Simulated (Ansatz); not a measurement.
**Relaxing a structure of Ni**

The start is a relaxed Ni cell, doubled along one cell vector, shaken by Gaussian noise of σ = 0.08 Å a coordinate. Cell shape, volume and atoms are optimised at zero target pressure with r2SCAN (plane waves to 500 eV, PAW, scalar-relativistic; Ansatz, an electronic-structure program). The first steps use a coarse 8×16×16 k-mesh.

Starting cell:
```yaml
crystal:
  lattice:
    - [0.00000, 3.47979, 3.47979]
    - [1.73990, 0.00000, 1.73990]
    - [1.73990, 1.73990, 0.00000]
  atoms:
    - { symbol: Ni, position: [0.00069, 0.95830, 0.04310] }
    - { symbol: Ni, position: [0.51654, 0.02128, 0.93286] }
```
Spin-polarised start, with parallel moments on Ni.

Which atoms feel the largest initial force, and how large is it?

0.93 eV/Å, on Ni1, Ni2 (atoms numbered as listed).

How much energy is released per atom?

0.04 eV/atom.

Is the parent structure recovered?

The parent structure is recovered, Fm-3m (No. 225).

How do the shortest distances between atoms change?

The closest pairs of elements (up to four, under 3.6 Å), start → end: Ni–Ni 2.29 → 2.46 Å.

What band gap does the relaxed structure have at this level?

No gap (metallic).

What magnetic moments remain?

Net 0.74 μB/atom, ferromagnetic.

Final values are on a 23×23×23 k-mesh of the relaxed cell. Spin state reached: ferromagnetic (net 0.74 μB/atom), from parallel starting moments; other spin orders were not run from this start. r2SCAN tends to overstate moments in metals.

The run could not lose the symmetry of its start.
